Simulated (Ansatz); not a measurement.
**BePd (Pm-3m), a vibration from a frozen displacement**

All numbers below come from DFT r2SCAN, scalar-relativistic, plane waves, PAW (Ansatz 0.2.0). The runs took a 500 eV cutoff, a Γ-centred 16×16×16 mesh and Gaussian smearing (0.15 eV). No spin polarisation. Energies are free energies at this smearing, counted from the undisturbed cell; pressure is positive in compression.

The starting cell (as given, not relaxed at this level; it stands at -0.1 GPa, and it needn't be the usual structure):

```
Be Pd
1.0
     2.81300    0.00000    0.00000
     0.00000    2.81300    0.00000
     0.00000    0.00000    2.81300
Be Pd
1 1
Direct
  0.00000 0.00000 0.00000
  0.50000 0.50000 0.50000
```

Every Be atom is moved by x along the Cartesian unit vector (-1.000, 0.000, 0.000); the cell and all other atoms stay fixed. The cell's volume is 22.26 Å³; the moved atoms weigh 9.012 u together and the others 106.420 u. Some rows repeat others by symmetry and weren't run.

| x (Å) | ΔE (meV/cell) | total force on the moved atoms along the move (eV/Å) | pressure (GPa) |
| --- | --- | --- | --- |
| -0.3000 | 190.29 | 1.2681 | 4.7955 |
| -0.2625 | 145.71 | 1.1099 | 3.6654 |
| -0.2250 | 107.05 | 0.9515 | 2.6763 |
| -0.1500 | 47.58 | 0.6342 | 1.1367 |
| -0.0750 | 11.89 | 0.3171 | 0.2016 |
| 0.0000 | 0.00 | 0.0000 | -0.1119 |
| 0.0750 | 11.89 | -0.3171 | 0.2016 |
| 0.1500 | 47.58 | -0.6342 | 1.1367 |
| 0.2250 | 107.05 | -0.9515 | 2.6763 |
| 0.2625 | 145.71 | -1.1099 | 3.6654 |
| 0.3000 | 190.29 | -1.2681 | 4.7955 |

**Question.** What frequency belongs to this motion?

**Answer.** The force constant is k = −dF/dx = 4.228 eV/Å², from the parabola through x = -0.0750, 0 and 0.0750. In every cell the moved atoms swing against the rest, so the mass is μ = m₁m₂/(m₁ + m₂) = 8.309 u, and ν̃ = 521.5 cm⁻¹ × √(|k|/μ) = 372 cm⁻¹. To first order in x, and within 1 %, the force on every atom lies along the move and, within each of the two groups, in proportion to the atom's mass, so this is itself a mode at the zone centre of this cell.

**Question.** How far does the harmonic law reach?

**Answer.** At x = -0.300 Å, kx²/2 = 190.26 meV against the computed 190.29 meV (+0.0 %): the well is still close to harmonic there.

**Question.** The pressure changes with x². What does that say about the frequency under compression?

**Answer.** With E = k(V)x²/2, k ∝ V^(−2γ) and x scaling with the cell as V^(1/3), P − P0 = −∂E/∂V = (2γ − 2/3) ΔE/V. At x = 0.1500 Å, V(P − P0) = 22.26 × 1.24864 / 160.2 eV = 173.47 meV and ΔE = 47.58 meV, so γ = 1/3 + V(P − P0)/(2ΔE) = 2.16. This is the Grüneisen parameter of the motion under uniform scaling of the cell: shrinking the cell evenly by 1 % in volume raises the frequency by about 2.16 %.

In a metal these slopes depend on the k mesh and the smearing.